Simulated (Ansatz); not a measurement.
## TaSi$_{2}$ from LDA upwards

The starting cell is an entry of the Crystallography Open Database (1953):

```
Ta Si
1.0
     4.78000    0.00000    0.00000
    -2.39000    4.13960    0.00000
     0.00000    0.00000    6.56400
Ta Si
3 6
Cartesian
  2.3900 0.0000 3.2820
  1.1950 2.0698 5.4700
  -1.1950 2.0698 1.0940
  0.0000 1.3797 3.2820
  3.5851 0.6899 5.4700
  1.1951 3.4497 1.0940
  2.3900 2.7599 3.2820
  -1.1951 3.4497 5.4700
  1.1949 0.6899 1.0940
```

Atoms and cell were relaxed at zero pressure with plane-wave PAW DFT (Ansatz 0.2.0; one set of PAW datasets, made under PBE, for all functionals; 420 eV, r2SCAN 500 eV; 8×8×5 Γ-centred mesh, fermi-dirac occupations of width 0.100 eV; no spin polarisation, no spin-orbit coupling, no dispersion correction), keeping the symmetry (P6_222, No. 180).

Question: How do the functionals compare with each other and with the entry?

Answer: The relaxed conventional cells:

```
functional  a (Å)  c (Å)  volume (Å³/atom)  formation energy (eV/atom)
       LDA  4.734  6.517             14.06                      -0.569
    PBEsol  4.762  6.556             14.31                      -0.583
       PBE  4.806  6.599             14.67                      -0.479
    r2SCAN  4.780  6.559             14.42                      -0.458
 the entry  4.780  6.564             14.43                           –
```

LDA gives the smallest volume and PBE the largest, 4.4 % more, the usual order, since LDA overbinds and PBE's gradient terms loosen the lattice. Against the entry's volume: LDA -2.6 %, PBEsol -0.9 %, PBE +1.6 %, r2SCAN -0.1 %. No verdict is drawn from this: the entry is old or was flagged in a check, so the entry may be off as well as the functionals. The formation energies span 0.13 eV an atom, lowest under PBEsol.

Caveats: each relaxation keeps the start's symmetry, so a distorted cell may lie lower; computed cells are at 0 K with fixed nuclei, while the entry holds thermal expansion, often some tenths of a per cent in volume and more in soft crystals; no spin-orbit coupling, which moves formation energies of heavy elements; formation energies are at zero smearing against the elements' usual phases under the same functional, gases as free molecules, uncorrected.
